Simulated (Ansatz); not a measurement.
Given:

As:
```xyz
1
Lattice="2.6721 0.0000 0.0000 0.0000 2.6721 0.0000 0.0000 0.0000 2.6721" Properties=species:S:1:pos:R:3 pbc="T T T"
As     1.3361     1.3361     1.3361
```

This is the LDA-relaxed structure.

Task: All from LDA (plane waves, PAW; program Ansatz), unless another level is named. Estimate the Hill bulk and shear moduli.

Result: 93.0 and 50.7 GPa.

Task: And the elastic constants (relaxed ions, GPa)?

Result: C11 = 237, C12 = 21.0, C44 = 28.9.

Space group Pm-3m. The first step of the workflow began from a Materials Project structure, measured or hypothetical; the Crystallography Open Database copy checked does not list it. It is not the phase usual at ambient conditions (space group No. 166). The cell was relaxed with LDA under the symmetry of its start; whether a distortion lowers the energy is not shown. As this level gives no gap, shear constants depend on the k-mesh and smearing (Fermi–Dirac, 0.1 eV here).

Potentials: the later of the program's two PAW sets.
